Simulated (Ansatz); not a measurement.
# BiTe: energy along a strain

BiTe, R-3m, a = 4.845 Å, c = 9.952 Å (as given, not relaxed at this level: -2.5 GPa). The structure is a Materials Project entry; whether it is the stable form wasn't checked. Ansatz: PBEsol, PAW, 420 eV, Γ-centred 12×12×12 mesh on 2 atoms, Gaussian smearing 0.15 eV; no spin polarisation. Cell vectors (Å): 2.423 1.399 3.317; -2.423 1.399 3.317; 0.000 -2.798 3.317. The cell is strained by x per cent times the pattern (0 0 0 0 1 0) in the order xx yy zz yz xz xy (engineering shears), with fractional coordinates held. y is the free energy over the start, V0 = 33.725 Å³/atom. Symmetry makes y even in x. Points with a strain past 8.5 % were computed too (2) and aren't used here.

| x (%) | y (meV/atom) |
| --- | --- |
| -5.00 | 6.26 |
| 0.00 | 0.00 |
| 1.25 | 0.39 |
| 2.50 | 1.56 |
| 3.75 | 3.52 |
| 6.25 | ? |
| 7.50 | 14.11 |

Fit y = c2 x² + c4 x⁴ to the other rows, get the stiffness along the pattern, and predict the missing energy.

Least squares on the rows shown. y = 0.2500 x² + 1.479×10⁻⁵ x⁴. The clamped-ion stiffness p·C·p = 2 × 2.500 eV × 160.2 / 33.725 Å³ = 24 GPa, which is C55 in these axes (second derivative at the start, which stands under stress). At x = 6.25 the fit asked for gives 9.79 meV/atom. The run gave 9.79 meV/atom, the same to the digits shown.

Spin–orbit coupling is left out, which can shift energies with elements as heavy as these.